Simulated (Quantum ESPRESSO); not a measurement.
**Band energies of SnS monolayer**

```
CELL_PARAMETERS angstrom
      4.08213     0.00000     0.00000
      0.00000     4.04764     0.00000
      0.00000     0.00000    15.90000
ATOMIC_POSITIONS crystal
  S  0.95503 0.00000 0.07286
  S  0.45503 0.50000 0.92714
  Sn 0.42511 0.50000 0.08803
  Sn 0.92511 0.00000 0.91197
```

PBE (Quantum ESPRESSO, PseudoDojo norm-conserving, 72 Ry, scalar-relativistic); path ΓXSYΓS; energies in eV from the valence-band maximum.

```csv
k (1/Å),point,band 16,band 17,band 18,band 19,band 20,band 21,band 22,band 23
0.00,Γ,-3.46,-3.43,-2.08,-2.07,-0.30,1.45,3.67,4.05
0.11,,-3.39,-3.37,-2.04,-1.88,-0.33,1.49,3.76,3.97
0.33,,-3.09,-2.85,-1.87,-0.93,-0.57,1.81,2.74,3.46
0.44,,-2.84,-2.57,-1.77,-0.73,-0.43,2.03,2.09,2.91
0.67,,-2.43,-2.24,-1.79,-0.66,0.00,1.38,2.29,2.38
0.78,X,-2.64,-1.97,-1.97,-0.33,-0.33,1.76,1.76,2.51
0.89,,-2.72,-2.17,-2.17,-0.34,-0.34,1.63,1.63,2.84
1.00,,-3.11,-2.36,-2.36,-0.72,-0.72,1.90,1.90,3.24
1.22,,-4.25,-2.65,-2.65,-1.74,-1.74,2.94,2.94,4.16
1.44,,-5.05,-3.48,-3.48,-1.87,-1.87,3.67,3.67,4.65
1.55,S,-5.19,-3.64,-3.64,-1.86,-1.86,3.81,3.81,4.70
1.77,,-4.70,-3.11,-3.11,-1.86,-1.86,3.34,3.34,4.50
1.99,,-3.69,-2.44,-2.44,-1.35,-1.35,2.41,2.41,3.64
2.10,,-3.12,-2.35,-2.35,-0.77,-0.77,1.86,1.86,3.24
2.32,Y,-2.65,-1.98,-1.98,-0.37,-0.37,1.72,1.72,2.46
2.42,,-2.48,-2.21,-1.81,-0.65,-0.08,1.37,2.20,2.34
2.61,,-2.78,-2.51,-1.75,-0.77,-0.31,1.78,2.21,2.70
2.80,,-3.21,-2.97,-1.92,-1.15,-0.49,1.72,3.02,3.66
2.90,,-3.35,-3.19,-2.01,-1.57,-0.38,1.57,3.65,3.92
3.09,Γ,-3.46,-3.43,-2.08,-2.07,-0.30,1.45,3.67,4.05
3.27,,-3.62,-2.98,-2.20,-1.46,-0.37,1.56,3.59,3.91
3.36,,-3.75,-2.53,-2.35,-0.98,-0.42,1.70,2.88,4.03
3.55,,-3.47,-2.73,-1.81,-0.80,-0.36,2.09,2.34,2.65
3.73,,-3.24,-3.13,-1.88,-1.88,-0.59,1.83,3.24,3.43
3.82,,-3.44,-3.32,-2.17,-2.11,-1.10,2.22,3.78,3.79
4.00,,-4.52,-3.56,-3.02,-2.01,-1.73,3.21,3.78,4.57
4.18,S,-5.19,-3.64,-3.64,-1.86,-1.86,3.81,3.81,4.70
```

The PBE gap is 1.37 eV and nearly direct: the edges lie at 86 % of the way from Γ to X and 12 % of the way from Y to Γ, the smallest direct gap within 0.02 eV of it. Another conduction extremum on the path lies within 0.02 eV, too close to call. The valence-band maximum lies 4.38 eV below the vacuum level.

Spin-orbit splittings are left out.

Geometry relaxed with PBEsol.

This is a model layer cut from the bulk structure; whether it is stable on its own was not checked.

Letters of k points follow the standard setting of the lattice, whose axes may be ordered differently from the printed cell.
